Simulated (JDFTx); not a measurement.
Reference run:

Cu(110) slab cut from bulk Cu (space group Fm-3m, indices of the conventional cell, lattice of the Materials Project entry mp-30, not re-optimised): 5 atoms in 5 planes, a 1x1 cell of 9.05 Å² (|a| = 3.577, |b| = 2.530 Å), 5.1 Å between the outermost planes, cell height 21.1 Å, 6×8×1 k mesh, Fermi smearing 0.01 Ha, no spin polarisation.

Reference level: PBE, GBRV ultrasoft potentials, plane waves to 20/100 Ha, in JDFTx (a modified build). Unrelaxed; liquid: CANDLE, water, 1 M KF. SHE scale: U = −μ/e − 4.44 V, by convention.

| run | F per atom, vacuum (eV) | TS per atom (eV) | k states | plane waves per k | work function (eV) | U_pzc (V) |
|---|---|---|---|---|---|---|
| run 1 | -5492.317 | 0.551 | 20 | 5502 | 4.47 | -0.31 |
| run 2 (reference) | -5492.137 | 0.092 | 20 | 5502 | 4.35 | -0.40 |
| run 3 | -5492.106 | 0.020 | 20 | 5502 | 4.34 | -0.39 |
| run 4 | -5492.099 | 0.008 | 20 | 5502 | 4.36 | -0.37 |

Task: One setting differs between these runs. Which?
A) slab thickness
B) functional
C) density cutoff alone
D) Fermi smearing width

Result: D, Fermi smearing width. The values, in order: 0.02 Ha; 0.01 Ha; 0.005 Ha; 0.003 Ha.
